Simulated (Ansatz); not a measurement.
Ge$_{3}$N$_{4}$:
```yaml
crystal:
  lattice:
    - [0.00000, 4.11562, 4.11562]
    - [4.11562, 0.00000, 4.11562]
    - [4.11562, 4.11562, 0.00000]
  atoms:
    - { symbol: Ge, position: [0.62500, 0.62500, 0.62500] }
    - { symbol: Ge, position: [0.12500, 0.62500, 0.62500] }
    - { symbol: Ge, position: [0.62500, 0.12500, 0.62500] }
    - { symbol: Ge, position: [0.62500, 0.62500, 0.12500] }
    - { symbol: Ge, position: [0.25000, 0.25000, 0.25000] }
    - { symbol: Ge, position: [0.00000, 0.00000, 0.00000] }
    - { symbol: N, position: [0.86688, 0.86688, 0.86688] }
    - { symbol: N, position: [0.39935, 0.86688, 0.86688] }
    - { symbol: N, position: [0.86688, 0.39935, 0.86688] }
    - { symbol: N, position: [0.86688, 0.86688, 0.39935] }
    - { symbol: N, position: [0.38312, 0.38312, 0.38312] }
    - { symbol: N, position: [0.85065, 0.38312, 0.38312] }
    - { symbol: N, position: [0.38312, 0.85065, 0.38312] }
    - { symbol: N, position: [0.38312, 0.38312, 0.85065] }
```

PBEsol (plane waves, PAW; program Ansatz) gives a gap of 2.12 eV without spin–orbit coupling, maximum on the K–Γ line, 25 % of the way from K, minimum at Γ.

Problem. What happens when spin–orbit coupling is switched on?

Solution. The gap drops by 0.02 eV, to 2.10 eV; maximum on the K–Γ line, 25 % of the way from K, minimum at Γ.

Problem. Give the electron effective mass with spin–orbit coupling.

Solution. 0.40 mₑ (isotropic).

Problem. Give the hole effective mass with spin–orbit coupling.

Solution. 0.39, 2.5, 3.2 mₑ (principal values).

Space group Fd-3m. Symmetry was held in the PBEsol relaxation.

Potentials: the later of the program's two PAW sets.
